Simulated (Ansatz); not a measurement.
This log comes from Ansatz, run on In4SbAs3 as one 8-atom ordering (Amm2) on the zincblende lattice. Cell and atoms come from a relaxation with r2SCAN.

The cell given to it:
```
As Sb In
1.0
     4.39973    0.00000    0.00000
     0.00000    4.40485    6.22512
     0.00000   -4.40485    6.22512
As Sb In
3 1 4
Direct
  0.00000 0.00012 0.00012
  0.50000 0.99887 0.50106
  0.50000 0.50106 0.99887
  0.00000 0.50052 0.50052
  0.50000 0.87602 0.87602
  0.00000 0.88819 0.36993
  0.00000 0.36993 0.88819
  0.50000 0.36529 0.36529
```

The output, standing remarks left out:
```
scf.n_extra_bands = 6 over 56 filled bands (N_el = 112.0): the run solves 62 bands
Pseudopotential: As, paw, valence charge 15, recommended cutoff 420 eV (normal)
Pseudopotential: Sb, paw, valence charge 15, recommended cutoff 420 eV (normal)
Pseudopotential: In, paw, valence charge 13, recommended cutoff 420 eV (normal)
Functional definition: HSE06
Crystal: 8 atoms, lattice volume = 241.287 Å³
Basis set: ecut = 420 eV, 4745 PW (Γ)
Symmetry: 4 space group operations
Space group: Amm2 (ITA 38)
k-points: 9 of 16
preconditioner: auto → none  [σ=0.020 eV  ℏωp=20.3 eV]
Exchange kernel: α = 0.2500, screened, ω = 0.2079 Å⁻¹, Wigner–Seitz truncation, v(0) = 1032.8123 eV·Å³, q-mesh 4×2×2
hybrid outer 1: dexx = +3.623e-2 eV, tail = 2.24e-4 eV
hybrid outer 2: dexx = +2.215e-6 eV, tail = 5.22e-8 eV, Δε = 8.41e-3 eV, ΔF = 2.71e-3 eV/Å
NSCF: frozen V_eff on 12 k-points
Free energy (F): -43469.474997 eV
Internal energy: -43469.473485 eV  (E = F + TS)
E sigma→0 (E₀):  -43469.474241 eV
Entropy (-TS):   -0.001512 eV (-0.189 meV/atom)
Fermi energy:    7.072735 eV
--- Forces (eV/Å), atoms counted from 1 ---
  atom   1  As      0.00000      0.00000      0.04477
  atom   2  As      0.00000    -0.01082      0.07466
  atom   3  As      0.00000      0.01082      0.07466
  atom   4  Sb      0.00000      0.00000      0.16780
  atom   5  In      0.00000      0.00000    -0.01652
  atom   6  In      0.00000      0.06717    -0.07021
  atom   7  In      0.00000    -0.06717    -0.07021
  atom   8  In      0.00000      0.00000    -0.20494
--- Stress (GPa, compression-positive) ---
        0.298056       0.000000       0.000000
        0.000000       0.247192       0.000000
        0.000000       0.000000       0.035037
  P = ⅓ Tr σ = 0.1934 GPa (1.934 kbar)
--- Band table (eV; the first three rows and the last of 9) ---
  k-point 0: bands = […, 5.8607, 5.8813, 6.0460, 6.9401, 6.9601, 7.0240, 7.1202, 8.1616, 8.6193, 9.1678, …]
  k-point 1: bands = […, 4.9778, 5.1742, 6.1467, 6.1550, 6.5342, 6.6906, 8.3355, 8.8403, 9.5660, 9.9124, …]
  k-point 2: bands = […, 5.2595, 5.2743, 5.4882, 5.6529, 5.6547, 6.2725, 9.5812, 9.6120, 9.8168, 9.8492, …]
  k-point 8: bands = […, 4.5279, 4.5752, 5.6811, 5.9150, 5.9702, 6.1274, 8.1151, 8.4701, 9.0129, 9.0766, …]
```

bands.tsv, columns around the gap (it counts bands from 0):
```tsv
# k_distance	band_51	band_52	band_53	band_54	band_55	band_56	band_57	band_58	band_59
# fermi_ev = 7.072735
# [0, 0, 0] at k_distance = 0.000000
# [0, 0.5, 0.5] at k_distance = 0.504664
# [0, 0.6248281352, 0.3751718648] at k_distance = 0.682722
# [0, 0.3751718648, -0.3751718648] at k_distance = 1.300948
# [0.5, 0, 0] at k_distance = 2.193275
# [0.5, 0.3751718648, -0.3751718648] at k_distance = 2.728429
# [0.5, 0.6248281352, 0.3751718648] at k_distance = 3.346656
# [0.5, 0.5, 0.5] at k_distance = 3.524714
# [0, 0.5, 0] at k_distance = 4.361789
# [0, 0.075034373, -0.075034373] at k_distance = 4.716697
# [0, 0.05, 0] at k_distance = 4.792396
# [0, 0.0375171865, -0.0375171865] at k_distance = 4.823308
# levels_relative_to = fermi_ev
0.000	-1.191	-1.027	-0.133	-0.113	-0.049	0.047	1.089	1.547	2.095
0.505	-1.798	-1.585	-1.420	-1.418	-0.800	2.509	2.539	2.744	2.777
0.683	-1.837	-1.729	-1.541	-1.383	-0.561	2.465	2.599	2.669	3.123
1.301	-1.837	-1.729	-1.541	-1.383	-0.561	2.465	2.599	2.669	3.123
2.193	-3.053	-2.973	-2.956	-1.437	-1.026	2.725	3.134	4.507	4.593
2.728	-2.495	-2.104	-1.721	-1.329	-1.280	1.815	1.977	2.246	2.430
3.347	-2.495	-2.104	-1.721	-1.329	-1.280	1.815	1.977	2.246	2.430
3.525	-2.498	-1.392	-1.158	-1.103	-0.945	1.042	1.397	1.940	2.004
4.362	-1.899	-0.926	-0.918	-0.538	-0.382	1.263	1.768	2.493	2.840
4.717	-1.290	-1.052	-0.886	-0.218	0.022	0.622	1.239	1.688	2.250
4.792	-1.196	-1.030	-0.421	-0.118	0.038	0.215	1.120	1.577	2.123
4.823	-1.218	-1.033	-0.499	-0.129	0.041	0.280	1.128	1.584	2.147
```
In order the rows are Γ, Y, C₀, Σ₀, Z, A₀, E₀, T, S, Σ₀–Γ (0.80), Γ–S (0.10), Σ₀–Γ (0.90).

**Question.** Reconstruct the input.

**Answer.**
```yaml
crystal:
  # lattice and atoms as above
kpoints:
  mp_grid: { grid: [4, 2, 2] }
  band_path:
    path:
      - [0.0, 0.0, 0.0]
      - [0.0, 0.5, 0.5]
      - [0.0, 0.6248281352, 0.3751718648]
      - [0.0, 0.3751718648, -0.3751718648]
      - [0.5, 0.0, 0.0]
      - [0.5, 0.3751718648, -0.3751718648]
      - [0.5, 0.6248281352, 0.3751718648]
      - [0.5, 0.5, 0.5]
      - [0.0, 0.5, 0.0]
      - [0.0, 0.075034373, -0.075034373]
      - [0.0, 0.05, 0.0]
      - [0.0, 0.0375171865, -0.0375171865]
    npoints: 1
hamiltonian:
  xc: hse06
scf:
  occupations: { method: fermi_dirac, width: 0.02 }
  n_extra_bands: 6
output:
  forces: true
  stress: true
  eigenvalues: true
```
The exchange loop shows exact exchange. A single point prints forces and stress when the output block asks for them. Keys that aren't typed take their defaults; thresholds and the kind of smearing can't be read off these lines.

The HSE06 gap is indirect, 0.01 eV (Σ₀–Γ (0.90 of the way from Σ₀) to Γ), below the direct gap of 0.10 eV at Γ. (This is within a few times the smearing of 0.02 eV, so the filling near the edges can be smeared.)

Run as `ansatz run input.yaml --threads 4 --pin off --max-ram 6451MiB --backend cpu --events-out ev --progress --plain --runs-dir out`. It took 3.2 min on 4 threads of Arm Neoverse V1, with other jobs on the host, load about 0.3 per core; peak host memory 3.1 GiB.

The cell comes from a prototype generator: it can be a known phase or a hypothetical one. Spin polarisation is off.

Spin-orbit coupling is left out, which matters wherever the heavy atoms make up the band edges.

The program warns that its thresholds are loose for a hybrid's stress.

Gaps or overlaps of about a tenth of an eV are at the limit of these meshes: between the points read a gap can be smaller or closed.

The meshes of the hybrids are coarse, so their gaps aren't converged to the digits shown.
